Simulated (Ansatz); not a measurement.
Relaxed SrTiO3 (cubic perovskite):

```
SrTiO3
1.0
    3.90695     0.00000     0.00000
    0.00000     3.90695     0.00000
    0.00000     0.00000     3.90695
Sr Ti O
1 1 3
Direct
  0.00000   0.00000   0.00000
  0.50000   0.50000   0.50000
  0.00000   0.50000   0.50000
  0.50000   0.50000   0.00000
  0.50000   0.00000   0.50000
```

Scan: atom 1 (Sr, nearest neighbour O at 2.763 Å; its periodic images, 3.9 Å or more away, move with it) is displaced along Cartesian [111], direction (0.577, 0.577, 0.577) in Cartesian axes, by s. The other atoms stay.

Method: r2SCAN (plane waves to 500 eV, PAW, scalar-relativistic; Ansatz, a quantum-chemistry and plane-wave program). k mesh 7×7×7 (Γ-centred), Fermi-Dirac smearing 0.05 eV. Energies are smeared free energies. Left out: 2 of 11 points, with atoms too close for the PAW data. SrTiO3 is run without spin polarisation. SrTiO3 was relaxed with its symmetry unable to fall. The zero of ΔE is the undisplaced structure.

```tsv
s (Å)	ΔE (meV/cell)
-0.664	1479
-0.498	687
-0.332	withheld
-0.166	57
0.000	0
0.166	57
0.332	withheld
0.498	687
0.664	1479
```

Question: Fit an even polynomial form (powers 2, 4) to the given rows and predict ΔE at s = -0.332.

Answer: Least squares on the 7 given rows: ΔE = (2017)·s² + (3035)·s⁴, in meV/cell with s in Å; root-mean-square residual 0.5 meV/cell. At -0.332 the fit gives 259 meV/cell; the calculation gives 258 meV/cell, so the interpolation is off by 1 (+0.4 %). The quadratic term alone would give 222 meV/cell.

(A displaced cell: forces are minus the slopes of the energy, force constants its curvatures, and phonons follow from these.)
